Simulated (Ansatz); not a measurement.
Nb2PC:
```
CELL_PARAMETERS angstrom
      3.26462     0.00000     0.00000
     -1.63231     2.82724     0.00000
      0.00000     0.00000    11.54558
ATOMIC_POSITIONS crystal
  Nb 0.33333 0.66667 0.40008
  Nb 0.66667 0.33333 0.59992
  Nb 0.66667 0.33333 0.90008
  Nb 0.33333 0.66667 0.09992
  P  0.66667 0.33333 0.25000
  P  0.33333 0.66667 0.75000
  C  0.00000 0.00000 0.50000
  C  0.00000 0.00000 0.00000
```

Relaxed with PBEsol. Special points in fractions of this cell's reciprocal vectors: Γ (0.000, 0.000, 0.000); M (0.500, 0.000, 0.000); K (0.333, 0.333, 0.000); A (0.000, 0.000, 0.500); L (0.500, 0.000, 0.500); H (0.333, 0.333, 0.500).

List the band energies nearest the Fermi level at these points for the program Ansatz at the PBEsol with spin–orbit coupling level (PAW).

In eV from the Fermi level; about four levels below and three above (degenerate sets whole), none deeper than 8.9 eV; points with the same levels are listed once.

```csv
k,below,above
Γ,-1.17 -1.17 -1.09 -1.09,0.15 0.15 0.18 0.18
M,-2.55 -2.55 -1.16 -1.16,0.75 0.75 1.11 1.11
K,-0.18 -0.18 -0.08 -0.08,0.88 0.88 0.89 0.89
A,-0.41 -0.41 -0.41 -0.41,1.43 1.43 1.43 1.43 1.43 1.43 1.43 1.43
L,-1.91 -1.91 -1.91 -1.91,1.41 1.41 1.41 1.41
H,-0.23 -0.23 -0.16 -0.16,0.77 0.77 0.78 0.78
```

Space group P6_3/mmc. The first step of the workflow began from a Materials Project structure, measured or hypothetical; the Crystallography Open Database copy checked does not list it. Its standing as an ambient phase is unchecked. Symmetry was held in the PBEsol relaxation; whether a distortion lowers the energy is not shown. The run is not spin-polarised.

Potentials: the later of the program's two PAW sets.
